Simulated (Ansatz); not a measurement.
**Ag3F: changing the strain (εzz = s)**

```xyz
4
Lattice="0.0000 3.2161 3.2161 3.2161 0.0000 3.2161 3.2161 3.2161 0.0000" Properties=species:S:1:pos:R:3 pbc="T T T"
Ag    1.6080    1.6080    1.6080
Ag    4.8241    4.8241    4.8241
Ag    3.2161    3.2161    3.2161
F     0.0000    0.0000    0.0000
```

The cell comes from a database or a generator and needn't be the stable form of this composition.

Kept alike: task relaxation of the atoms; functional PBE; k mesh 5 × 5 × 5; occupations fermi-dirac, width 0.05 eV; no spin polarisation. Program: Ansatz, Ansatz PAW, cutoff 420 eV. The mesh is that of the run's cell of 4 atoms. No spin-orbit coupling.

| s | free energy over the lowest row (meV/atom) |
| --- | --- |
| -0.04 | 6.55 |
| -0.02 | 1.40 |
| -0.01 | 0.28 |
| 0 | 0.00 |
| 0.01 | 0.46 |
| 0.02 | 1.64 |
| 0.04 | 5.95 |

The cell shown is the unstrained one; x, y and z are its Cartesian axes. For a metal such a mesh leaves the last digits unconverged.

The free energy is lowest at 0, and 6.55 meV an atom higher at -0.04.
